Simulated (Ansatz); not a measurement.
Input file for Ansatz (a first-principles code):

Ansatz 0.2 input:
```yaml
crystal:
  lattice:
    - [3.7996318927, 0.0, 0.0]
    - [0.0, 3.7996318927, 0.0]
    - [0.0, 0.0, 3.7996318927]
  atoms:
    - { symbol: W, position: [0.0, 0.0, 0.0] }
    - { symbol: O, position: [0.0, 0.0, 0.5] }
    - { symbol: O, position: [0.5, 0.0, 0.0] }
    - { symbol: O, position: [0.0, 0.5, 0.0] }
kpoints:
  mp_grid: { grid: [6, 6, 6] }
hamiltonian:
  xc: hse06
  pseudopotentials: { azcp: { folder: ./paw }, kind: paw }
scf:
  n_extra_bands: 6
  occupations: { method: fixed }
output:
  eigenvalues: true
  eigenstates:
    e_range: [-9.0, 8.9]
    kpoints:
      - [0.5, 0.5, 0.5]  # VBM
      - [0.0, 0.0, 0.0]  # CBM
      - [0.0, 0.0, 0.0]  # GAMMA
      - [0.5, 0.5, 0.5]  # R
      - [0.5, 0.5, 0.0]  # M
      - [0.0, 0.5, 0.0]  # X
```

Output (shortened):

```
Pseudopotential: W, paw, valence charge 14
Pseudopotential: O, paw, valence charge 6
Functional definition: HSE06
davidson cushion auto → on  (no smearing: the cushion is to keep the highest requested band from converging to the state above it …
Crystal: 4 atoms, lattice volume = 54.856 Å³
Basis set: ecut = 420 eV, 1045 PW (Γ)
Bands: 22, of which v1, the nominal top of the filled ones, is band 16 counted from 1 (15 counted from 0)
Symmetry: 48 space group operations
Space group: Pm-3m (ITA 221), of the structure as read, at distance tolerance 3.8e-5 Å
k-points: 20 of 216
SCF iter   1: F=—  HF=-12091.581140 eV  |F-HF|=—  |Δ(HF+E_count)|=         —  Δρ=1.37e-1  dr2=1.03e1  ethr=1.00e-1  ⟨swp⟩=5.0  Hψ=1380  notcnv=0
preconditioner: auto → none
SCF iter   2: F=—  HF=-12091.624553 eV  |F-HF|=—  |Δ(HF+E_count)|=   4.34e-2  Δρ=1.59e-1  dr2=1.37e1  ethr=3.21e-2  ⟨swp⟩=3.2  Hψ=1243  notcnv=0  defer=1
WARN: iter 2: σ=0 fill of 16 bands saw a band overlap (occupied 7.1299 eV > unoccupied 5.8458 eV) — on an unconverged iterate often a transient of an (band_overlap_at_count)
iter 3 solved again at ethr=5.89e-4 eV; its pass at ethr=3.21e-2 eV (dr2=1.89e-1 eV) is discarded
SCF iter   3: F=—  HF=-12089.376751 eV  |F-HF|=—  |Δ(HF+E_count)|=    2.25e0  Δρ=2.66e-2  dr2=2.06e-1  ethr=5.89e-4  ⟨swp⟩=3.1  Hψ=2181  notcnv=0  defer=1
SCF iter   4: F=—  HF=-12089.378112 eV  |F-HF|=—  |Δ(HF+E_count)|=   1.36e-3  Δρ=1.18e-2  dr2=3.69e-2  ethr=5.89e-4  ⟨swp⟩=3.0  Hψ=1025  notcnv=0
SCF iter   5: F=—  HF=-12089.377589 eV  |F-HF|=—  |Δ(HF+E_count)|=   5.23e-4  Δρ=2.96e-3  dr2=5.80e-3  ethr=1.15e-4  ⟨swp⟩=2.6  Hψ=994  notcnv=0
SCF iter   6: F=-12089.376453 eV  HF=-12089.376460 eV  |F-HF|=6.21e-6  |Δ(HF+E_count)|=   1.13e-3  Δρ=2.43e-4  dr2=1.32e-5  ethr=1.81e-5  ⟨swp⟩=2.0  Hψ=2046  notcnv=0
SCF 1 stopped early in 6 iterations: F = -12089.376453 eV  dr2 = 1.32e-5
Crystal: 4 atoms, lattice volume = 54.856 Å³
Exchange kernel: α = 0.2500, screened, ω = 0.2079 Å⁻¹, Wigner–Seitz truncation, v(0) = 1046.6079 eV·Å³, q-mesh 6×6×6, nearest image of the exchange supercell L …
Frozen-core exchange: fock
SCF iter   1: F=—  HF=-12089.180429 eV  |F-HF|=—  |Δ(HF+E_count)|=         —  Δρ=1.90e-2  dr2=3.26e-1  ethr=4.13e-7  ⟨swp⟩=7.0  Hψ=2256  notcnv=0
preconditioner: auto → none
SCF iter   2: F=—  HF=-12089.095252 eV  |F-HF|=—  |Δ(HF+E_count)|=   8.52e-2  Δρ=4.55e-3  dr2=1.61e-2  ethr=4.13e-7  ⟨swp⟩=5.2  Hψ=2035  notcnv=0
SCF iter   3: F=—  HF=-12089.107541 eV  |F-HF|=—  |Δ(HF+E_count)|=   1.23e-2  Δρ=1.52e-3  dr2=1.29e-3  ethr=4.13e-7  ⟨swp⟩=4.2  Hψ=1808  notcnv=0
SCF iter   4: F=—  HF=-12089.107193 eV  |F-HF|=—  |Δ(HF+E_count)|=   3.48e-4  Δρ=2.77e-4  dr2=4.81e-5  ethr=4.13e-7  ⟨swp⟩=3.2  Hψ=1308  notcnv=0
SCF iter   5: F=—  HF=-12089.107484 eV  |F-HF|=—  |Δ(HF+E_count)|=   2.91e-4  Δρ=4.44e-4  dr2=9.76e-5  ethr=4.58e-8  ⟨swp⟩=4.0  Hψ=1599  notcnv=0
SCF iter   6: F=-12089.107454 eV  HF=-12089.107462 eV  |F-HF|=8.37e-6  |Δ(HF+E_count)|=   2.22e-5  Δρ=1.15e-4  dr2=1.00e-5  ethr=4.58e-8  ⟨swp⟩=3.1  Hψ=1262  notcnv=0
SCF 2 stopped early in 6 iterations: F = -12089.107454 eV  dr2 = 1.00e-5
hybrid outer 1: dexx = +1.790e-2 eV, tail = 5.22e-5 eV
Crystal: 4 atoms, lattice volume = 54.856 Å³
Exchange kernel: α = 0.2500, screened, ω = 0.2079 Å⁻¹, Wigner–Seitz truncation, v(0) = 1046.6079 eV·Å³, q-mesh 6×6×6, nearest image of the exchange supercell L …
Frozen-core exchange: fock
SCF iter   1: F=—  HF=-12089.107147 eV  |F-HF|=—  |Δ(HF+E_count)|=         —  Δρ=9.26e-5  dr2=3.98e-6  ethr=8.16e-7  ⟨swp⟩=3.0  Hψ=1028  notcnv=0
preconditioner: auto → none
iter 2 solved again at ethr=3.57e-10 eV; its pass at ethr=1.14e-8 eV (dr2=1.14e-7 eV) is discarded
SCF iter   2: F=—  HF=-12089.107147 eV  |F-HF|=—  |Δ(HF+E_count)|=   3.69e-7  Δρ=2.39e-5  dr2=2.04e-7  ethr=3.57e-10  ⟨swp⟩=2.6  Hψ=2249  notcnv=0
SCF iter   3: F=—  HF=-12089.107148 eV  |F-HF|=—  |Δ(HF+E_count)|=   1.00e-6  Δρ=3.05e-5  dr2=6.79e-7  ethr=3.55e-10  ⟨swp⟩=4.3  Hψ=1530  notcnv=0  defer=1
SCF iter   4: F=-12089.107147 eV  HF=-12089.107147 eV  |F-HF|=8.38e-9  |Δ(HF+E_count)|=   1.74e-7  Δρ=3.48e-6  dr2=1.01e-8  ethr=3.55e-10  ⟨swp⟩=3.3  Hψ=1322  notcnv=0
SCF 3 converged in 4 iterations: F = -12089.107147 eV  dr2 = 1.01e-8
hybrid outer 2: dexx = +8.038e-7 eV, tail = 3.09e-8 eV, Δε = 4.68e-3 eV (about 1.34e-4 eV left of the loop's levels)
the search or the solves at the SCF's close seem to have found levels that the self-consistency loop had missed (the run counts 1) …
NSCF: frozen V_eff on 6 k-points
hybrid SCF converged: 2 outer / 10 inner (+6 warm-up), last move |dexx| = 8.04e-7 eV, tail = 3.09e-8 eV
Stability not checked (fock_operator)
Free energy (F): -12089.107147 eV
Frozen-core exchange: fock
Harris-Foulkes:  -12089.107147 eV  (|F-HF|=8.38e-9)
Internal energy: -12089.107147 eV  (E = F + TS)
E sigma→0 (E₀):  -12089.107147 eV
Fermi energy:    5.000941 eV
--- Per-component energies (eV) ---
  E_band       = -420.045981
  E_kinetic    = 918.581094
  E_local      = -2641.660962  (includes V_loc(G=0)·N_el)
  E_nonlocal   = 129.659194
  E_hartree    = 1014.654220
  E_xc         = -381.610881
  E_vxc        = -396.941229  (∫ρ·V_xc dr)
  E_exx        = -97.912413  (= α·E_x^exact, valence–valence)
  E_paw        = -9063.376289  (= ΣΔE_a)
  E_vpaw       = -263.168621  (= ΣTr[D̂ρ^β])
  E_aug_tail   = 0.002396  (compensation charges beyond the density's cutoff)
  E_ewald      = -1964.440188
  E_core_change = -3.003318  (= ΣΔE_core)
  E_smearing   =  0.000000  (= −TS)
  E_closure    = 0.000000  (closes the sum)
  Σ components = -12089.107147   (vs F -12089.107147, Δ=0.00e0)
  [band-id]    e_kinetic+e_local+e_nonlocal+2·e_hartree+e_vxc+2·e_exx+e_vpaw+e_augmentation_tail = -420.044514   (vs E_band -420.045981, Δ=1.47e-3)
--- Band table (eV; the first three rows and the last of 20) ---
  k-point 0: bands = ["-73.4619", "-36.1848", "-36.1848", "-36.1848", "-15.1982", "-14.3780", "-14.3780", "1.6075", "1.6075", "1.6075", "3.7603", "3.7603", "3.7603", "3.9049", "3.9049", "3.9049", "6.7197", "6.7197", "6.7197", "11.9972", "11.9972", "13.3516"]
  k-point 1: bands = ["-73.4619", "-36.2064", "-36.1828", "-36.1828", "-15.0709", "-14.3721", "-14.1438", "0.6259", "1.5699", "1.5699", "3.0254", "3.0254", "3.1513", "3.6733", "3.8620", "3.8620", "6.7348", "7.9066", "7.9066", "12.0009", "13.2781", "13.9492"]
  k-point 2: bands = ["-73.4620", "-36.2491", "-36.1789", "-36.1789", "-14.9351", "-14.3603", "-13.4474", "-1.5726", "1.3817", "1.3817", "2.2452", "2.2452", "2.5519", "3.5046", "3.8705", "3.8705", "6.7652", "9.7053", "9.7053", "12.0082", "14.5558", "15.6357"]
  k-point 19: bands = ["-73.4622", "-36.2549", "-36.2549", "-36.2549", "-12.9131", "-12.9131", "-12.9131", "-2.8202", "-2.8202", "-2.1636", "-0.8571", "-0.8571", "-0.8571", "5.0009", "5.0009", "5.0009", "12.1617", "12.1617", "12.1617", "15.6000", "19.6525", "19.6525"]
```

Cost: very roughly 60 core-seconds on shared cores.

The points marked VBM and CBM come from a semilocal run.

The workflow started from a Materials Project entry (that database holds measured and hypothetical structures alike); the Crystallography Open Database copy checked does not list it. COD files the formula under space group No. 2, 14, 62, 129, 130, 191. Its standing as an ambient phase is unchecked. Symmetry was held in the PBEsol relaxation. At this level the phase is dynamically unstable (imaginary phonons). No spin polarisation was allowed. No Hubbard U is applied. Spin–orbit coupling is left out wherever it is not named.

Potentials: the earlier of the program's two PAW sets. The files were generated under PBE; for other functionals the program regenerates the frozen cores, and for LDA and PBEsol the local potential too.

Ansatz is a plane-wave DFT program.
